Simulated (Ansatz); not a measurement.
The following input was run with Ansatz 0.2.0.

```yaml
crystal:
  lattice:
    - [7.174141898, 0.0, 0.0]
    - [-3.587070949, 6.212989134, 0.0]
    - [0.0, 0.0, 28.0009779135]
  atoms:
    - { symbol: O, position: [0.5, 0.5, 0.2857043073] }
    - { symbol: O, position: [0.5, 0.0, 0.2857043073] }
    - { symbol: O, position: [0.0, 0.5, 0.2857043073] }
    - { symbol: O, position: [0.0, 0.0, 0.2857043073] }
    - { symbol: Hf, position: [0.3333333333, 0.1666666667, 0.3118536723] }
    - { symbol: Hf, position: [0.3333333333, 0.6666666667, 0.3118536723] }
    - { symbol: Hf, position: [0.8333333333, 0.1666666667, 0.3118536723] }
    - { symbol: Hf, position: [0.8333333333, 0.6666666667, 0.3118536723] }
    - { symbol: O, position: [0.6666666667, 0.3333333333, 0.3380030374] }
    - { symbol: O, position: [0.6666666667, 0.8333333333, 0.3380030374] }
    - { symbol: O, position: [0.1666666667, 0.3333333333, 0.3380030374] }
    - { symbol: O, position: [0.1666666667, 0.8333333333, 0.3380030374] }
    - { symbol: O, position: [0.8333333333, 0.6666666667, 0.3903017673] }
    - { symbol: O, position: [0.8333333333, 0.1666666667, 0.3903017673] }
    - { symbol: O, position: [0.3333333333, 0.6666666667, 0.3903017673] }
    - { symbol: O, position: [0.3333333333, 0.1666666667, 0.3903017673] }
    - { symbol: Hf, position: [0.6686146945, 0.3381747869, 0.417223917] }
    - { symbol: Hf, position: [0.666713444, 0.833208054, 0.415571409] }
    - { symbol: Hf, position: [0.1659218636, 0.3309394297, 0.4144949091] }
    - { symbol: Hf, position: [0.1608699848, 0.8315654421, 0.4173669191] }
    - { symbol: O, position: [0.0105765005, 0.4959907838, 0.4410222623] }
    - { symbol: O, position: [0.0104429426, 0.0110756721, 0.4420402458] }
    - { symbol: O, position: [0.4849148346, 0.4895871048, 0.4418526941] }
    - { symbol: O, position: [0.4929292453, 0.0035919922, 0.4464677379] }
    - { symbol: O, position: [0.1171420171, 0.8050718286, 0.4968428247] }
    - { symbol: O, position: [0.1613368637, 0.3287750573, 0.4983023678] }
    - { symbol: O, position: [0.6811386069, 0.8198915873, 0.4892713] }
    - { symbol: O, position: [0.7002224577, 0.3879154354, 0.4933137309] }
    - { symbol: Hf, position: [0.0074545139, 0.4865136128, 0.5208454007] }
    - { symbol: Hf, position: [-0.0097309422, -0.0022281641, 0.521762851] }
    - { symbol: Hf, position: [0.498281623, 0.501952681, 0.5186404326] }
    - { symbol: Hf, position: [0.4927145376, -0.0051701483, 0.5204642062] }
    - { symbol: O, position: [0.3457544813, 0.6824269776, 0.5437456178] }
    - { symbol: O, position: [0.3532604439, 0.1674506396, 0.5418413143] }
    - { symbol: O, position: [0.7822565981, 0.6933181899, 0.5630652146] }
    - { symbol: O, position: [0.8042185036, 0.1480494225, 0.5422199354] }
basis:
  ecutwfc: 420
kpoints:
  mp_grid: { grid: [3, 3, 1] }
hamiltonian:
  xc: pbe
  dispersion: d3bj
scf:
  occupations: { method: gaussian, width: 0.05 }
output:
  forces: true
  eigenvalues: true
  write_density: true
  volumetric_format: npy
efield:
  axis: 3
  dipole_correction: true
  ramp_width: 0.04
```

Run as
```bash
ansatz run input.yaml --threads 8 --pin off --max-ram 20480MiB --backend cpu --events-out ev --progress --plain --runs-dir out
```

Theory: DFT PBE+D3(BJ), scalar-relativistic, plane waves, PAW (Ansatz).

Abridged output:

```
Pseudopotentials: kind: paw
Pseudopotential: O, paw, valence charge 6, recommended cutoff 420 eV (normal)
Pseudopotential: Hf, paw, valence charge 26, recommended cutoff 420 eV (normal)
Functional definition: PBE
Crystal: 36 atoms, lattice volume = 1248.084 Å³
Basis set: ecut = 420 eV, 24255 PW (Γ), exchange–correlation on 96×96×384 points (8 copies of the dense FFT grid, shifted against one another)
Bands: 274, of which v1, the nominal top of the filled ones, is band 228 counted from 1 (227 counted from 0)
Symmetry: 1 space group operations
Space group: P1 (ITA 1), of the structure as read, at distance tolerance 1.1e-4 Å
k-points: 5 of 9 (time reversal used)
Initial density: superposition of atomic densities (neutral atoms: chi_scale 0, normalization atom), corrected by the library's trained network
Initial wavefunctions: pseudopotential atomic-orbital guess
Functional: x = pbe(κ = 0.804, μ = 0.21951497), c = pbe(β = 0.06672455)
SCF iter   1: F=—  HF=-202337.514866 eV  |F-HF|=—  |Δ(HF+E_count)|=         —  Δρ=2.69e-3  dr2=8.00e-2  ethr=1.77e-3  p=-0.111 e·Å  D=-1.60e-2 V/Å  ΔV_dip=0.45 eV  dr2_dipole=1.12e-3  V_vac-E_F(+/−)=4.47/4.02 eV  ⟨swp⟩=6.8  Hψ=5349  notcnv=0  defer=36
efield: sawtooth ramp at fractional position 0.9044 (placed from the atoms, in the widest stretch of the axis that holds none; the zero of the levels goes with the place), width 0.0400; the density the first Hamiltonian is built on has a dipole p = -0.111 e·Å; the dipole correction subtracts the counter field D = -1.60e-2 V/Å, which shifts the + side's vacuum level by +0.45 eV against the − side's; the planar-averaged density in the ramp window peaks in size at 4.4e-6 e/Å³
SCF iter   2: F=—  HF=-202337.565925 eV  |F-HF|=—  |Δ(HF+E_count)|=   5.11e-2  Δρ=1.79e-3  dr2=2.74e-2  ethr=1.75e-5  p=-0.134 e·Å  D=-1.94e-2 V/Å  ΔV_dip=0.54 eV  dr2_dipole=1.15e-4  V_vac-E_F(+/−)=4.42/3.88 eV  ⟨swp⟩=3.0  Hψ=3125  notcnv=0  defer=203
SCF iter   3: F=—  HF=-202337.563261 eV  |F-HF|=—  |Δ(HF+E_count)|=   2.66e-3  Δρ=6.93e-4  dr2=3.93e-3  ethr=6.00e-6  p=-0.126 e·Å  D=-1.83e-2 V/Å  ΔV_dip=0.51 eV  dr2_dipole=6.56e-7  V_vac-E_F(+/−)=4.44/3.92 eV  ⟨swp⟩=3.0  Hψ=2136  notcnv=0  defer=203
SCF iter   4: F=—  HF=-202337.565509 eV  |F-HF|=—  |Δ(HF+E_count)|=   2.25e-3  Δρ=4.26e-4  dr2=2.02e-3  ethr=8.63e-7  p=-0.124 e·Å  D=-1.80e-2 V/Å  ΔV_dip=0.50 eV  dr2_dipole=1.47e-9  V_vac-E_F(+/−)=4.41/3.90 eV  ⟨swp⟩=3.0  Hψ=2106  notcnv=0  defer=203
SCF iter   5: F=—  HF=-202337.565464 eV  |F-HF|=—  |Δ(HF+E_count)|=   4.53e-5  Δρ=1.02e-4  dr2=1.20e-4  ethr=4.42e-7  p=-0.124 e·Å  D=-1.79e-2 V/Å  ΔV_dip=0.50 eV  dr2_dipole=1.26e-6  V_vac-E_F(+/−)=4.41/3.91 eV  ⟨swp⟩=3.0  Hψ=2111  notcnv=0  defer=203
SCF iter   6: F=—  HF=-202337.565527 eV  |F-HF|=—  |Δ(HF+E_count)|=   6.33e-5  Δρ=4.97e-5  dr2=2.68e-5  ethr=2.63e-8  p=-0.125 e·Å  D=-1.81e-2 V/Å  ΔV_dip=0.51 eV  dr2_dipole=4.09e-7  V_vac-E_F(+/−)=4.40/3.90 eV  ⟨swp⟩=2.4  Hψ=2519  notcnv=0  defer=203
SCF iter   7: F=—  HF=-202337.566943 eV  |F-HF|=—  |Δ(HF+E_count)|=   1.42e-3  Δρ=2.54e-5  dr2=7.88e-6  ethr=5.88e-9  p=-0.124 e·Å  D=-1.80e-2 V/Å  ΔV_dip=0.50 eV  dr2_dipole=8.45e-8  V_vac-E_F(+/−)=4.40/3.90 eV  ⟨swp⟩=2.0  Hψ=2367  notcnv=0  defer=205
SCF iter   8: F=—  HF=-202337.566946 eV  |F-HF|=—  |Δ(HF+E_count)|=   2.73e-6  Δρ=7.19e-6  dr2=5.66e-7  ethr=1.73e-9  p=-0.124 e·Å  D=-1.80e-2 V/Å  ΔV_dip=0.51 eV  dr2_dipole=2.19e-10  V_vac-E_F(+/−)=4.40/3.90 eV  ⟨swp⟩=2.8  Hψ=2011  notcnv=0  defer=205
SCF iter   9: F=-202337.566947 eV  HF=-202337.566947 eV  |F-HF|=1.51e-7  |Δ(HF+E_count)|=   1.16e-6  Δρ=3.04e-6  dr2=9.01e-8  ethr=2.19e-11  p=-0.124 e·Å  D=-1.80e-2 V/Å  ΔV_dip=0.51 eV  dr2_dipole=1.11e-10  V_vac-E_F(+/−)=4.40/3.90 eV  ⟨swp⟩=15.2  Hψ=8550  notcnv=0
SCF 1 converged in 9 iterations: F = -202337.566947 eV  dr2 = 9.01e-8
SCF converged after 9 iterations
Free energy (F): -202337.566947 eV
Harris-Foulkes:  -202337.566947 eV  (|F-HF|=1.51e-7)
Internal energy: -202337.566947 eV  (E = F + TS)
E sigma→0 (E₀):  -202337.566947 eV
Fermi energy:    2.879336 eV
Dipole field:    D = -0.018046 V/Å  (p = -0.124469 e·Å, saw-weighted, corrected)
Work function:   Φ+ = 4.4030 eV   Φ− = 3.8977 eV
Levels:          The Fermi level and band energies are counted from a zero that moves with the ramp; work functions are not
--- Per-component energies (eV) ---
  E_band       = -6346.191796
  E_kinetic    = 9229.189552
  E_local      = -1026308.313595  (includes V_loc(G=0)·N_el)
  E_nonlocal   = -13770.141233
  E_hartree    = 506839.375534
  E_xc         = -5362.290438
  E_vxc        = -5442.733287  (∫ρ·V_xc dr)
  E_paw        = -86907.652823  (= ΣΔE_a)
  E_vpaw       = 16268.845157  (= ΣTr[D̂ρ^β])
  E_aug_tail   = 0.059239  (compensation charges beyond the density's cutoff)
  E_efield     = 0.001123  (sawtooth field / dipole correction)
  E_vefield    = -1.869855  (∫n·V_field dr)
  E_ewald      = 413948.554865
  E_disp       = -6.349171  (pairwise vdW)
  E_smearing   =  0.000000  (= −TS)
--- Forces (eV/Å), atoms counted from 1 ---
  atom   1  O     -0.03995871    -0.00114879    -0.68568935
  atom   2  O      0.01961386    -0.00794473    -0.68242789
  atom   3  O      0.03878760    -0.02494327    -0.70027065
  atom   4  O     -0.02123013     0.03688372    -0.69058881
  atom   5  Hf     0.23709146    -0.11622573     1.06547017
  atom   6  Hf    -0.04862691     0.22175622     0.99101742
  atom   7  Hf    -0.23569534    -0.05795179     0.87197685
  atom   8  Hf     0.05165401    -0.05051584     0.72774024
  atom   9  O      0.05064096     0.16968223     0.32736326
  atom  10  O      0.14784252    -0.03906001    -0.03632881
  atom  11  O     -0.04955018    -0.01848711     0.33161379
  atom  12  O     -0.15405240    -0.10054402     0.45940320
  atom  13  O     -0.19729107     0.00975501     0.11051480
  atom  14  O     -0.71354855    -0.54172851    -0.45164192
  atom  15  O      0.20857106     0.85227803    -0.69183953
  atom  16  O      0.69016051    -0.33458209    -1.00320768
  atom  17  Hf    -0.13967967    -0.00359996     0.03022615
  atom  18  Hf     0.00916556    -0.07174325     0.13566284
  atom  19  Hf     0.16443375    -0.02137104    -0.03538383
  atom  20  Hf    -0.00660474     0.09626661     0.00719990
  atom  21  O      0.01323073    -0.01235904     0.40865053
  atom  22  O      0.00288766    -0.00169736     0.06426741
  atom  23  O     -0.00105442    -0.02200388    -0.19087677
  atom  24  O     -0.02656001     0.01594897     0.06695886
  atom  25  O      0.36257839     0.01666736    -0.25635628
  atom  26  O     -0.33965407     0.12053265     0.04567903
  atom  27  O     -0.41440513     0.36297587    -0.43547352
  atom  28  O      0.22702658    -0.39053929    -0.26112599
  atom  29  Hf    -0.84608740     0.62837363    -1.30088476
  atom  30  Hf    -0.13837926    -2.32342646    -0.18471176
  atom  31  Hf     1.68946788     1.25287282     1.02923032
  atom  32  Hf    -0.16263496    -0.15375346    -0.33201135
  atom  33  O     -0.61062967    -0.25685470     0.59948511
  atom  34  O     -0.53890028    -0.34174573     0.67503274
  atom  35  O      0.40359179     0.27134116    -1.11303835
  atom  36  O      0.36781051     0.83689232     1.10435263
--- Band table (eV; the first three rows and the last of 5) ---
  k-point 0: bands = ["-60.6100", "-60.6043", "-60.6023", "-60.5882", "-60.5831", "-60.5587", "-60.5349", "-60.5065", "-60.2906", "-60.2260", "-60.1795", "-59.8618", "-29.5852", "-29.5189", "-29.4833", "-29.4667", "-29.4290", "-29.4270", "-29.4246", "-29.4045", "-29.3657", "-29.3407", "-29.3295", "-29.3100", "-29.2894", "-29.2478", "-29.2371", "-29.2180", "-29.2003", "-29.1891", "-29.1822", "-29.1187", "-29.1111", "-29.0932", "-29.0643", "-29.0455", "-29.0434", "-29.0358", "-29.0206", "-28.9956", "-28.9491", "-28.9383", "-28.9087", "-28.8713", "-28.8106", "-28.6727", "-28.5676", "-28.4654", "-17.9432", "-17.1271", "-17.0447", "-16.8399", "-16.7767", "-16.7241", "-16.5505", "-16.4243", "-16.3 ...
  k-point 1: bands = ["-60.6092", "-60.6045", "-60.6026", "-60.5882", "-60.5831", "-60.5587", "-60.5351", "-60.5065", "-60.2906", "-60.2261", "-60.1795", "-59.8618", "-29.5363", "-29.4895", "-29.4520", "-29.4416", "-29.4081", "-29.4013", "-29.3864", "-29.3680", "-29.3465", "-29.3218", "-29.3175", "-29.2988", "-29.2880", "-29.2750", "-29.2410", "-29.2316", "-29.2155", "-29.1946", "-29.1797", "-29.1617", "-29.1493", "-29.1198", "-29.0901", "-29.0670", "-29.0604", "-29.0451", "-29.0165", "-29.0008", "-28.9832", "-28.9569", "-28.9193", "-28.8752", "-28.8055", "-28.6755", "-28.5919", "-28.4903", "-17.6546", "-17.1089", "-16.9018", "-16.8298", "-16.6737", "-16.6523", "-16.5524", "-16.5048", "-16.3 ...
  k-point 2: bands = ["-60.6092", "-60.6047", "-60.6026", "-60.5882", "-60.5829", "-60.5589", "-60.5350", "-60.5065", "-60.2906", "-60.2261", "-60.1796", "-59.8618", "-29.5357", "-29.4898", "-29.4611", "-29.4283", "-29.4091", "-29.4045", "-29.3902", "-29.3676", "-29.3532", "-29.3254", "-29.3126", "-29.3021", "-29.2896", "-29.2738", "-29.2396", "-29.2276", "-29.2059", "-29.1967", "-29.1869", "-29.1682", "-29.1401", "-29.1206", "-29.0973", "-29.0618", "-29.0561", "-29.0210", "-29.0077", "-28.9932", "-28.9813", "-28.9475", "-28.9350", "-28.8901", "-28.8400", "-28.6781", "-28.5768", "-28.4871", "-17.6530", "-17.0998", "-16.9005", "-16.8518", "-16.6717", "-16.6219", "-16.5705", "-16.5324", "-16.3 ...
  k-point 4: bands = ["-60.6098", "-60.6041", "-60.6023", "-60.5882", "-60.5832", "-60.5586", "-60.5351", "-60.5066", "-60.2906", "-60.2261", "-60.1795", "-59.8618", "-29.5484", "-29.4933", "-29.4467", "-29.4230", "-29.4178", "-29.3910", "-29.3897", "-29.3629", "-29.3486", "-29.3180", "-29.3126", "-29.3049", "-29.2925", "-29.2574", "-29.2522", "-29.2297", "-29.2236", "-29.1998", "-29.1949", "-29.1601", "-29.1478", "-29.1256", "-29.0928", "-29.0613", "-29.0582", "-29.0261", "-29.0041", "-28.9911", "-28.9825", "-28.9547", "-28.9013", "-28.8906", "-28.8516", "-28.6728", "-28.6033", "-28.4708", "-17.6539", "-17.1152", "-16.9000", "-16.8165", "-16.6762", "-16.6307", "-16.5729", "-16.5007", "-16.3 ...
```

The run converged.

The run took 42 s on 8 threads of Arm Neoverse V2, on a shared host, peak memory 6.7 GiB.

Spin–orbit coupling is left out, which can shift energies with elements as heavy as these.